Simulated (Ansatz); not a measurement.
# Property card for YPb3

Computed with Ansatz, DFT r2SCAN, scalar-relativistic, plane waves, PAW.

Plane waves to 500 eV, a k mesh through Γ of 10×10×10 on the computed 4-atom cell and Gaussian smearing (0.10 eV); no spin polarisation.

The structure is relaxed at this level of theory with its symmetry kept. Whether it is the stable form of this composition wasn't checked.

```
Y Pb
1.0
     4.86108    0.00000    0.00000
     0.00000    4.86108    0.00000
     0.00000    0.00000    4.86108
Y Pb
1 3
Direct
  0.00000 0.00000 0.00000
  0.00000 0.50000 0.50000
  0.50000 0.00000 0.50000
  0.50000 0.50000 0.00000
```

(1) Density of states at the Fermi level?

(2) Löwdin character within 0.5 eV of the Fermi level?

(3) Bulk modulus?

(4) Its pressure derivative?

(5) Bader charges (e)?

Spin-orbit coupling is left out, which matters for the bands of heavy elements.

## Answers

(1) 2.85 states/eV per cell.

(2) Pb 6p 57 %, Y 4d 29 %, Pb 6s 10 %.

(3) 55 GPa.

(4) 4.6.

(5) Y (1 in the cell) 1.56, Pb (3 in the cell) -0.52.

Cost: 9 runs of about 8.8 core-minutes in all, on Arm Neoverse V1 (shared hosts).